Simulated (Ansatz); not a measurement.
Question: Each is relaxed and computed with PBEsol (plane waves, PAW; program Ansatz). Which is the only metal?
(A) B4C, R-3m (B on 18h, B on 18h, C on 6c, C on 3b)
(B) ReC, P-6m2 (Re on 1a, C on 1f)
(C) Al3BC3, P6_3cm (Pearson symbol hP42)
(D) SnC, wurtzite

Answer: B, ReC, P-6m2 (Re on 1a, C on 1f). ReC: metal; B4C: gap 1.46 eV (indirect); Al3BC3: gap 1.64 eV (indirect); SnC: gap 0.96 eV (direct). Built on a structure type that need not be the filed one of that space group: ReC, P-6m2 (Re on 1a, C on 1f). Typed or built starts, not in the databases checked: SnC, wurtzite. Standing as an ambient phase not checked: ReC, P-6m2 (Re on 1a, C on 1f); B4C, R-3m (B on 18h, B on 18h, C on 6c, C on 3b); Al3BC3, P6_3cm (Pearson symbol hP42). All cells were relaxed under the symmetry of their starts (and spin orders); stability against distortions was not tested throughout. Named crystals with no word on spin ran without spin polarisation. Spin–orbit coupling is left out wherever it is not named.

Potentials: the earlier of the program's two PAW sets. The files were generated under PBE; for other functionals the program regenerates the frozen cores, and for LDA and PBEsol the local potential too.
